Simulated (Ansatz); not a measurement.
**Stability checks on a candidate for BaSnGe**

It was reached by relaxing an invented guess, and it needn't be the stable form of this composition.

Level of theory: Ansatz, DFT PBE, scalar-relativistic, plane waves, PAW. The final run on the 3-atom cell used 420 eV, a Γ-centred 12×12×10 mesh, 0.10 eV smearing and no spin polarisation.

```yaml
crystal:
  lattice:
    - [4.82432, 0.00000, 0.00000]
    - [-2.41216, 4.17799, 0.00000]
    - [0.00000, 0.00000, 4.90637]
  atoms:
    - { symbol: Ba, position: [0.00000, 0.00000, 0.00000] }
    - { symbol: Sn, position: [0.66667, 0.33333, 0.50000] }
    - { symbol: Ge, position: [0.33333, 0.66667, 0.50000] }
```

The zero of energy is the elements' standard structures at the same level; no fitted shifts are applied. The references include grey tin.

Q: These tests were run: energy against the elements; phonons on a 2×2×2 q mesh; elastic tensor. What do they show?

A:

```
                       test                            result
energy against the elements                     −0.49 eV/atom
  phonons on a 2×2×2 q mesh  imaginary modes down to 23i cm⁻¹
             elastic tensor            least eigenvalue 0 GPa
```

It fails none of these tests outright. Whether a mixture of other phases lies lower isn't tested here. Undecided within the accuracy: phonons on a 2×2×2 q mesh and elastic tensor.

The run for the phonons used a 12×12×10 k mesh and Fermi–Dirac smearing of 0.15 eV. The run for the elastic tensor used a 12×12×10 k mesh and Fermi–Dirac smearing of 0.15 eV.
